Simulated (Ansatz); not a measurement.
Relaxed-ion elastic tensor of InP in space group P6_3mc (No. 186; In on 2b, P on 2b, In on 2a, P on 2a) in GPa (Voigt order), r²SCAN (plane waves, PAW; program Ansatz); density 4.70 g/cm³, 25.76 Å³ per atom.

```
      1     2     3     4     5     6
-  ----  ----  ----  ----  ----  ----
1   117  49.4  36.9   0.0   0.0   0.0
2  49.4   117  36.9   0.0   0.0   0.0
3  36.9  36.9   133   0.0   0.0   0.0
4   0.0   0.0   0.0  29.1   0.0   0.0
5   0.0   0.0   0.0   0.0  29.1   0.0
6   0.0   0.0   0.0   0.0   0.0  34.0
```

Problem. Is the crystal mechanically stable?

Solution. Yes: the smallest eigenvalue of C is 29.1 GPa.

Problem. Work out the Voigt, Reuss and Hill averages.

Solution. K_V = 68.2, K_R = 68.2, K_H = 68.2; G_V = 34.7, G_R = 33.6, G_H = 34.2 GPa.

Problem. Give Young's modulus, Poisson's ratio, Pugh's ratio and the universal anisotropy index.

Solution. E = 9KG/(3K + G) = 87.8 GPa; ν = 0.29; K/G = 2.00 (ductile by the Pugh limit of 1.75); A_U = 5G_V/G_R + K_V/K_R − 6 = 0.16.

Problem. Estimate the sound speeds and the Debye temperature.

Solution. v_l = √((K + 4G/3)/ρ) = 4920 m/s, v_t = √(G/ρ) = 2700 m/s, mean 3010 m/s; Θ = (h/k)(3n/4πV)^(1/3) v_m = 303 K.

Problem. How much does each axis shrink under pressure?

Solution. Linear compressibilities β_i = Σ_j S_ij (j = 1 to 3): x 4.9, y 4.9, z 4.8 per TPa.

The start of the workflow was typed in or built on a structure type; the Crystallography Open Database copy checked does not list it. It is not the phase usual at ambient conditions (space group No. 216). The cell was relaxed with r²SCAN under the symmetry of its start; whether a distortion lowers the energy is not shown.

Potentials: the later of the program's two PAW sets.
